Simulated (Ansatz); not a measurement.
KMgF₃ (cubic perovskite, Pm-3m) under volume change, plane-wave PAW LDA (Ansatz code), scaled uniformly.

```csv
V (Å³/atom),E − E(relaxed) (meV/atom),P (GPa)
10.866,30.9,10.06
11.225,12.9,6.12
11.583,3.1,2.79
11.941,0.0,-0.02
12.299,2.8,-2.41
12.658,10.6,-4.43
13.016,22.4,-6.14
```

Q: What does a third-order Birch–Murnaghan fit give for V₀, B₀ and B′?

A: V₀ = 11.94 Å³/atom, B₀ = 86.3 GPa, B′ = 4.5.

Symmetry was held in the LDA relaxation; phonons on a q-mesh show no instability.

Potentials: the later of the program's two PAW sets.
